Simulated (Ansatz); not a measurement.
All numbers below come from DFT PBE, scalar-relativistic, plane waves, PAW in Ansatz. All cells share a 420 eV cutoff and Γ-centred k meshes spaced at most about 0.3 Å⁻¹ (about 0.25 or finer for metals, 2π included). No spin polarisation in the final relaxations.

Formation energies are uncorrected and refer to the elements' standard structures at the same level. The references include grey tin.

A relaxed structure of ZnSn4 has 28.28 Å³/atom, +0.17 eV/atom against the elements, no gap on its mesh:

```
Zn Sn
1.0
    -3.28207    3.28207    3.28207
     3.28207   -3.28207    3.28207
     3.28207    3.28207   -3.28207
Zn Sn
1 4
Direct
  0.00000 0.00000 0.00000
  0.00000 0.00000 0.50000
  0.00000 0.50000 0.00000
  0.50000 0.00000 0.00000
  0.50000 0.50000 0.50000
```

Question: Predict cell, energy and gap of GaSn4 with the same space group and Wyckoff sites.

Answer: GaSn4 has a = 6.657 Å: 29.50 Å³/atom, +0.18 eV/atom against the elements, no gap on its mesh. The volume per atom changes by +4.3 % and the formation energy by +0.01 eV/atom (from unrounded values). Covalent radii: Zn 1.22 Å, Ga 1.22 Å; electronegativities 1.65 and 1.81. Around Ga lie 8 Sn at 2.88 Å; Sn is surrounded by 2 Ga at 2.88 Å and 6 Sn at 3.33 Å.

```
Ga Sn
1.0
    -3.32833    3.32833    3.32833
     3.32833   -3.32833    3.32833
     3.32833    3.32833   -3.32833
Ga Sn
1 4
Direct
  0.00000 0.00000 0.00000
  0.00000 0.00000 0.50000
  0.50000 0.00000 0.00000
  0.00000 0.50000 0.00000
  0.50000 0.50000 0.50000
```

The two cells were relaxed from separate starts that ended on the same group and sites; neither need be the stable form of its compound. Cells relaxed within their symmetry can be saddle points.
